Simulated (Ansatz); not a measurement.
**Structures of Cd₃Mo: which is lowest?**

Plane-wave DFT in Ansatz with scalar-relativistic PAW potentials, cutoff 420 eV, Γ-centred meshes chosen by cell and gap, Gaussian smearing with energies taken to zero width. Every cell was relaxed (cell and atoms) in a run of its own, within the symmetry of its start. Functional: PBE.

Relaxed structures (starts from databases or built by putting these elements on another compound's sites):
A. P6_3/mmc, 8 atoms in the computed cell, a = 5.996 Å, c = 4.970 Å; sites (symmetry × multiplicity) Cd mm2 × 6, Mo -6m2 × 2; start: built
B. Pm-3m, 4 atoms in the computed cell, a = 4.246 Å; sites (symmetry × multiplicity) Cd 4/mm.m × 3, Mo m-3m × 1; start: built

Q: Rank them by energy. Could pressure change the order?

A:
| structure | group | E − E(lowest) (meV/atom) | V (Å³/atom) | gap on mesh (eV) |
| --- | --- | --- | --- | --- |
| B | Pm-3m | 0.0 | 19.14 | 0.00 |
| A | P6_3/mmc | 103 | 19.34 | 0.00 |

B is lowest, 103 meV/atom under A. The lowest is also the densest of these, so pressure wouldn't bring one of the others in at first order. Other structures may lie lower than all of these, and vibrations aren't counted.